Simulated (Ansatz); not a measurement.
Y$_{3}$Si$_{5}$:
```
Y3Si5
1.0
    6.58352     0.00000     0.00000
   -3.29176     5.70149     0.00000
    0.00000     0.00000     4.19444
Y Si
3 5
Direct
  0.00000   0.64739   0.00000
  0.64739   0.00000   0.00000
  0.35261   0.35261   0.00000
  0.66667   0.33333   0.50000
  0.33333   0.66667   0.50000
  0.00000   0.26824   0.50000
  0.26824   0.00000   0.50000
  0.73176   0.73176   0.50000
```

Relaxed with PBE. Special points in fractions of this cell's reciprocal vectors: Γ (0.000, 0.000, 0.000); M (0.500, 0.000, 0.000); K (0.333, 0.333, 0.000); A (0.000, 0.000, 0.500); L (0.500, 0.000, 0.500); H (0.333, 0.333, 0.500).

### Question
List the band energies nearest the Fermi level at these points for PBE (plane waves, PAW; program Ansatz).

### Answer
In eV from the Fermi level; about four levels below and three above (degenerate sets whole), none deeper than 8.9 eV; points with the same levels are listed once.

```json
[
 {"k": "Γ", "below": "-1.57 -1.13 -1.13 -0.35", "above": "0.91 1.06 1.75 1.75"},
 {"k": "M", "below": "-1.99 -1.88 -0.64 -0.04", "above": "0.74 0.88 1.63"},
 {"k": "K", "below": "-1.91 -1.16 -1.16 -1.15", "above": "1.33 1.33 1.48 1.48"},
 {"k": "A", "below": "-2.50 -2.33 -2.33 -1.39", "above": "0.15 0.15 0.30 0.30"},
 {"k": "L", "below": "-2.68 -2.29 -2.05 -1.52", "above": "0.22 0.41 1.27"},
 {"k": "H", "below": "-2.06 -2.06 -1.79 -1.79", "above": "0.09 0.25 0.25"}
]
```

Space group P-62m. The start of the workflow was typed in or built on a structure type; neither database checked (COD, Materials Project) lists it. Its standing as an ambient phase is unchecked. The cell was relaxed with PBE under the symmetry of its start; its stability against distortions is not shown here. The run is not spin-polarised. Spin–orbit coupling is left out wherever it is not named.

Potentials: the later of the program's two PAW sets.
